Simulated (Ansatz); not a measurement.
Input, command and steps of an Ansatz relaxation.

```yaml
crystal:
  lattice:
    - [-3.6068807576, 2.438114288, 1.6979001046]
    - [3.6068807576, -2.438114288, 1.6979001046]
    - [3.6068807576, 2.438114288, -1.6979001046]
  atoms:
    - { symbol: Li, position: [0.4851379828, 0.0734253219, 0.9117126609] }
    - { symbol: Li, position: [0.1617126609, 0.5734253219, 0.0882873391] }
    - { symbol: B, position: [0.7014581775, 0.5, 0.4652084892] }
    - { symbol: B, position: [0.7014581775, 0.7362496884, 0.7014581775] }
    - { symbol: B, position: [0.0347915108, 0.0, 0.2985418225] }
    - { symbol: B, position: [0.0347915108, 0.2362496884, 0.5347915108] }
basis:
  ecutwfc: 420
kpoints:
  mp_grid: { grid: [6, 6, 6] }
hamiltonian:
  xc: pbe
scf:
  occupations: { method: gaussian, width: 0.1 }
  lower_state_search: "off"
output:
  forces: true
  stress: true
  eigenvalues: true
relax:
  adjacent_minimum: "off"
  f_tol: 0.04
  max_steps: 70
  cell: { stress_tol: 0.4 }
```

```bash
ansatz run input.yaml --threads 1 --pin off --max-ram 2560MiB --backend cpu --events-out ev --progress --plain --runs-dir out
```

Theory: DFT PBE, scalar-relativistic, plane waves, PAW in Ansatz.

Of 12 frames 9 are shown, positions in Å and forces in eV/Å; the SCF threshold varies from step to step. Steps run on the plane waves of an earlier cell, with a Pulay correction in the pressure. The basis is chosen afresh for the last frame, the zero of the energies, and at times for earlier ones too; energy and pressure step there, also at an unchanged geometry.

```xyz
6
Lattice="-3.6069 2.4381 1.6979 3.6069 -2.4381 1.6979 3.6069 2.4381 -1.6979" Properties=species:S:1:pos:R:3:forces:R:3 pbc="T T T" step=1 free_energy_over_end_meV_per_atom=679.93 pressure_GPa=-11.70
Li    1.8034    3.2267   -0.5996    0.0000   -1.7392    0.2167
Li    1.8034   -0.7885    1.0983    0.0000    1.7392    0.2167
B     0.9513    1.6254    1.2501   -1.7859    0.4287   -0.1084
B     2.6556    1.6254    1.2501    1.7859    0.4287   -0.1084
B     0.9513    0.8127   -0.4478   -1.7859   -0.4287   -0.1084
B     2.6556    0.8127   -0.4478    1.7859   -0.4287   -0.1084
6
Lattice="-3.4347 2.4085 1.6555 3.4347 -2.4085 1.6555 3.4347 2.4085 -1.6555" Properties=species:S:1:pos:R:3:forces:R:3 pbc="T T T" step=2 free_energy_over_end_meV_per_atom=486.02 pressure_GPa=-11.61
Li    1.7174    3.1094   -0.5596    0.0000   -1.4424    0.2446
Li    1.7174   -0.7008    1.0958    0.0000    1.4424    0.2446
B     0.8458    1.6343    1.2063   -1.5017    0.6923   -0.1223
B     2.5889    1.6343    1.2063    1.5017    0.6923   -0.1223
B     0.8458    0.7743   -0.4491   -1.5017   -0.6923   -0.1223
B     2.5889    0.7743   -0.4491    1.5017   -0.6923   -0.1223
6
Lattice="-3.2572 2.3881 1.6179 3.2572 -2.3881 1.6179 3.2572 2.3881 -1.6179" Properties=species:S:1:pos:R:3:forces:R:3 pbc="T T T" step=3 free_energy_over_end_meV_per_atom=297.27 pressure_GPa=-10.17
Li    1.6286    3.0027   -0.5244    0.0000   -0.9872    0.2499
Li    1.6286   -0.6146    1.0936    0.0000    0.9872    0.2499
B     0.7361    1.6649    1.1677   -1.0092    0.6255   -0.1249
B     2.5210    1.6649    1.1677    1.0092    0.6255   -0.1249
B     0.7361    0.7232   -0.4502   -1.0092   -0.6255   -0.1249
B     2.5210    0.7232   -0.4502    1.0092   -0.6255   -0.1249
6
Lattice="-2.9007 2.4339 1.6031 2.9007 -2.4339 1.6031 2.9007 2.4339 -1.6031" Properties=species:S:1:pos:R:3:forces:R:3 pbc="T T T" step=5 free_energy_over_end_meV_per_atom=122.01 pressure_GPa=-0.94
Li    1.4503    2.9474   -0.4852    0.0000   -0.3982    0.0938
Li    1.4503   -0.5135    1.1179    0.0000    0.3982    0.0938
B     0.5668    1.7188    1.1398   -0.6980    0.0510   -0.0469
B     2.3339    1.7188    1.1398    0.6980    0.0510   -0.0469
B     0.5668    0.7151   -0.4633   -0.6980   -0.0510   -0.0469
B     2.3339    0.7151   -0.4633    0.6980   -0.0510   -0.0469
6
Lattice="-2.7584 2.5499 1.5775 2.7584 -2.5499 1.5775 2.7584 2.5499 -1.5775" Properties=species:S:1:pos:R:3:forces:R:3 pbc="T T T" step=6 free_energy_over_end_meV_per_atom=63.61 pressure_GPa=0.46
Li    1.3792    3.0170   -0.4641    0.0000   -0.3815    0.0069
Li    1.3792   -0.4671    1.1134    0.0000    0.3815    0.0069
B     0.4734    1.7793    1.1149   -0.3856   -0.3577   -0.0034
B     2.2850    1.7793    1.1149    0.3856   -0.3577   -0.0034
B     0.4734    0.7706   -0.4626   -0.3856    0.3577   -0.0034
B     2.2850    0.7706   -0.4626    0.3856    0.3577   -0.0034
6
Lattice="-2.6701 2.6718 1.5479 2.6701 -2.6718 1.5479 2.6701 2.6718 -1.5479" Properties=species:S:1:pos:R:3:forces:R:3 pbc="T T T" step=7 free_energy_over_end_meV_per_atom=16.05 pressure_GPa=-0.57
Li    1.3350    3.0696   -0.4544    0.0000   -0.1887    0.0001
Li    1.3350   -0.3978    1.0935    0.0000    0.1887    0.0001
B     0.3950    1.8232    1.0935   -0.3699   -0.2124    0.0000
B     2.2750    1.8232    1.0935    0.3699   -0.2124    0.0000
B     0.3950    0.8486   -0.4544   -0.3699    0.2124    0.0000
B     2.2750    0.8486   -0.4544    0.3699    0.2124    0.0000
6
Lattice="-2.6124 2.7172 1.5251 2.6124 -2.7172 1.5251 2.6124 2.7172 -1.5251" Properties=species:S:1:pos:R:3:forces:R:3 pbc="T T T" step=8 free_energy_over_end_meV_per_atom=4.87 pressure_GPa=1.91
Li    1.3062    3.0036   -0.4477    0.0000    0.0254    0.0005
Li    1.3062   -0.2864    1.0773    0.0000   -0.0254    0.0005
B     0.2862    1.8189    1.0774   -0.0404   -0.0317   -0.0003
B     2.3262    1.8189    1.0774    0.0404   -0.0317   -0.0003
B     0.2862    0.8983   -0.4477   -0.0404    0.0317   -0.0003
B     2.3262    0.8983   -0.4477    0.0404    0.0317   -0.0003
6
Lattice="-2.6849 2.6625 1.5457 2.6849 -2.6625 1.5457 2.6849 2.6625 -1.5457" Properties=species:S:1:pos:R:3:forces:R:3 pbc="T T T" step=10 free_energy_over_end_meV_per_atom=0.04 pressure_GPa=0.53
Li    1.3425    2.9276   -0.4542    0.0000   -0.0277    0.0044
Li    1.3425   -0.2650    1.0915    0.0000    0.0277    0.0044
B     0.2704    1.7747    1.0922   -0.0021   -0.0054   -0.0022
B     2.4146    1.7747    1.0922    0.0021   -0.0054   -0.0022
B     0.2704    0.8878   -0.4535   -0.0021    0.0054   -0.0022
B     2.4146    0.8878   -0.4535    0.0021    0.0054   -0.0022
6
Lattice="-2.6886 2.6711 1.5470 2.6886 -2.6711 1.5470 2.6886 2.6711 -1.5470" Properties=species:S:1:pos:R:3:forces:R:3 pbc="T T T" step=12 free_energy_over_end_meV_per_atom=0.00 pressure_GPa=-0.17
Li    1.3443    2.9235   -0.4541    0.0000    0.0064    0.0001
Li    1.3443   -0.2524    1.0929    0.0000   -0.0064    0.0001
B     0.2614    1.7800    1.0929    0.0065    0.0028   -0.0001
B     2.4272    1.7800    1.0929   -0.0065    0.0028   -0.0001
B     0.2614    0.8911   -0.4541    0.0065   -0.0028   -0.0001
B     2.4272    0.8911   -0.4541   -0.0065   -0.0028   -0.0001
```

The start is a random arrangement. At the end the space group is Imma (tolerance 0.05 Å).

It took 28 s on 1 thread of Intel(R) Xeon(R) 6975P-C (Granite Rapids), with other jobs on the host, peak memory 0.4 GiB.

The k mesh is coarse.